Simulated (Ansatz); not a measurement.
BeSe (zinc blende), relaxed with PBE (Ansatz, a first-principles code, plane waves, PAW): a = 5.178 Å, b = 5.178 Å, c = 5.178 Å, α = 90.00°, β = 90.00°, γ = 90.00°.

| Property | Value |
|---|---|
| gap (eV) | 2.67 |
| ΔH_f (eV/atom) | -0.80 |
| B₀ by P(V) fit (GPa) | 75.1 |
| K_Hill (GPa) | 75.2 |
| G_Hill (GPa) | 53.6 |
| ε∞ | 6.00 |
| ε0 | 7.79 |
| highest Γ mode, no LO–TO term (cm⁻¹) | 492 |
| electron conductivity mass (mₑ) | 0.35 |
| Θ_D (K) | 453 |

Q: The same phase is relaxed and computed with LDA in the same code. What are the cell and these values now?

A: a = b = c = 5.081 Å, α = β = γ = 90.00°.

- gap (eV) = 2.40
- ΔH_f (eV/atom) = -0.82
- B₀ by P(V) fit (GPa) = 83.9
- K_Hill (GPa) = 84.0
- G_Hill (GPa) = 56.8
- ε∞ = 6.12
- ε0 = 7.61
- highest Γ mode, no LO–TO term (cm⁻¹) = 522
- electron conductivity mass (mₑ) = 0.33
- Θ_D (K) = 463

All cells were relaxed under the symmetry of their starts (and spin orders); stability against distortions was not tested throughout. Spin–orbit coupling is left out wherever it is not named.

Potentials: the later of the program's two PAW sets.

Ansatz is a plane-wave DFT program.

Formation energies count from the lowest solids of the elements computed at the same level, not from gases.
